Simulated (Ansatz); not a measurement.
BN:
```xyz
4
Lattice="2.5001 0.0000 0.0000 -1.2501 2.1652 0.0000 0.0000 0.0000 4.0223" Properties=species:S:1:pos:R:3 pbc="T T T"
B      0.0000     0.0000     0.0000
B      0.0000     0.0000     2.0112
N      0.0000     1.4434     1.0056
N      1.2501     0.7217     3.0168
```

Tensor components refer to the Cartesian frame of this cell.

Problem. Give the high-frequency dielectric tensor and the Born effective charge tensors of the independent atoms from DFPT, PBE (plane waves, PAW; program Ansatz).

Solution. 
ε∞:
```
8.17  0.00  0.00
0.00  8.17  0.00
0.00  0.00  9.33
```
Z* of atom 1 (B), rows: field, columns: displacement, in e:
```
3.39  0.00  0.00
0.00  3.39  0.00
0.00  0.00  4.01
```
Z* of atom 3 (N), rows: field, columns: displacement, in e:
```
-3.39   0.00   0.00
 0.00  -3.39   0.00
 0.00   0.00  -4.01
```

Static charges for comparison (Bader): B1 +1.98, N3 -1.98 e. Born charges measure polarisation by displacement and can exceed these by far.

Space group P6_3/mmc (NiAs type). A made-up cell: these elements were put on the sites of a structure type. Its sites differ from those of the usual phase in this space group: another stacking or structure type. The PBE relaxation kept the symmetry of its start. At this level the phase is dynamically unstable (imaginary phonons). Its formation energy is positive at this level, so the cell may be metastable or incomplete.

Potentials: the later of the program's two PAW sets.
